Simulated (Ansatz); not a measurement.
Given:

GaP (zinc blende, F-43m), a = b = c = 5.452 Å, α = β = γ = 90.00°; the cell used has 2 atoms.

This is the r²SCAN-relaxed structure.

**Question.** All from r²SCAN in the plane-wave PAW code Ansatz, unless another level is named. Estimate the gap with spin–orbit coupling.

**Answer.** 1.82 eV.

**Question.** Next, the formation energy from the elements (no fitted shifts)?

**Answer.** -0.53 eV/atom.

**Question.** Give the weight of the conduction-edge state by species (Voronoi cells).

**Answer.** Ga 54 %, P 46 %.

**Question.** Predict the weight of the valence-edge state by species (Voronoi cells).

**Answer.** P 77 %, Ga 23 %.

The cell was relaxed with r²SCAN under the symmetry of its start; phonons on a q-mesh show no instability. The references are the lowest solids computed at this level, not always the standard phases. Spin–orbit coupling is left out wherever it is not named.

Potentials: the earlier of the program's two PAW sets.
